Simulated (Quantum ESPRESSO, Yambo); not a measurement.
At a photon energy of 8.88 eV, RPA with local fields on PBEsol bands shifted by a G0W0 scissor of 1.80 eV (Quantum ESPRESSO and Yambo; 4×4×4 mesh, 93 bands, 3 Ry local-field block, 0.2 eV broadening) gives ε = 4.83 + 1.89i for Si$_{2}$N$_{2}$O (space group Cmc2_1, No. 36), field along x. Axes are Cartesian, with cell vectors (Å) (4.44, -2.75, 0.00), (4.44, 2.75, 0.00), (0.00, 0.00, 4.86).

**Question.** Work out n, κ, the normal-incidence reflectivity, the absorption coefficient and the penetration depth.

**Answer.** 
|ε| = 5.19; n = √((|ε| + ε1)/2) = 2.24, κ = √((|ε| − ε1)/2) = 0.42. R = ((n − 1)² + κ²)/((n + 1)² + κ²) = 0.16. α = 2Eκ/(ħc) with ħc = 197.327 eV nm: 0.0380 per nm = 3.8 × 10⁵ per cm, a 1/e depth of 26 nm. The computed direct gap is 6.81 eV, and the energy scale of the real crystal may differ from it. Excitonic effects are left out, and values at one energy depend on mesh and broadening. The scissor comes from a G0W0 run whose convergence isn't established. Convergence of the RPA response with its 4×4×4 mesh was not tested.

Geometry of the Materials Project entry, not relaxed at this level; primitive cell a = b = 5.228 Å, c = 4.859 Å, α = β = 90.00°, γ = 63.53°.
